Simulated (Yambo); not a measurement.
# Optical response of BP at -1.5 % isotropic strain

```xyz
2
Lattice="0.0000 2.2265 2.2265 2.2265 0.0000 2.2265 2.2265 2.2265 0.0000" Properties=species:S:1:pos:R:3 pbc="T T T"
B      0.0000     0.0000     0.0000
P      3.3397     3.3397     3.3397
```

Yambo, RPA with local fields on PBEsol bands; 16×16×16 mesh, 15 bands, 4 Ry local-field block, 0.2 eV broadening; field along x.

```csv
E (eV),Im ε,Re ε,"Im ε, independent particles"
0.0,0.00,9.03,0.00
0.4,0.03,9.06,0.04
0.8,0.07,9.16,0.08
1.1,0.11,9.32,0.12
1.5,0.16,9.57,0.17
1.9,0.22,9.91,0.24
2.2,0.30,10.4,0.34
2.6,0.44,11.1,0.49
3.0,0.69,12.0,0.77
3.4,1.48,13.6,1.64
3.8,3.72,14.3,4.11
4.1,4.72,15.0,5.29
4.5,6.62,15.1,7.48
4.9,8.65,16.4,9.96
5.2,11.7,18.0,13.9
5.6,20.9,17.4,24.9
6.0,24.9,6.24,28.0
6.4,26.9,1.35,29.1
6.8,16.5,-7.67,16.5
7.1,12.3,-7.46,12.3
7.5,8.22,-5.75,8.33
7.9,7.97,-3.61,8.36
8.2,8.44,-3.70,8.63
8.6,7.32,-4.78,7.19
9.0,5.43,-5.15,5.22
9.4,4.42,-4.84,4.21
9.8,3.28,-3.59,3.25
10.1,3.33,-2.89,3.38
10.5,3.61,-2.82,3.52
10.9,3.13,-2.86,2.96
11.2,2.71,-2.98,2.51
11.6,2.22,-2.86,2.05
12.0,1.78,-2.31,1.70
12.4,1.80,-2.09,1.73
12.8,1.69,-1.91,1.59
13.1,1.68,-1.81,1.54
13.5,1.41,-1.84,1.27
13.9,1.16,-1.57,1.07
14.2,1.13,-1.42,1.03
14.6,1.01,-1.35,0.91
15.0,0.93,-1.17,0.85
15.4,0.86,-1.10,0.77
15.8,0.88,-1.00,0.79
16.1,0.71,-1.00,0.61
16.5,0.65,-0.83,0.57
16.9,0.61,-0.75,0.52
17.2,0.59,-0.65,0.53
17.6,0.53,-0.61,0.45
18.0,0.51,-0.53,0.45
18.4,0.46,-0.50,0.37
18.8,0.40,-0.40,0.34
19.1,0.40,-0.31,0.34
19.5,0.39,-0.28,0.32
19.9,0.37,-0.22,0.30
```

Peak heights and small wiggles depend on the k mesh. Convergence of the RPA response with its 16×16×16 mesh was not tested. No excitonic effects at this level.

Geometry strained from the cell relaxed with PBEsol, atoms relaxed again.
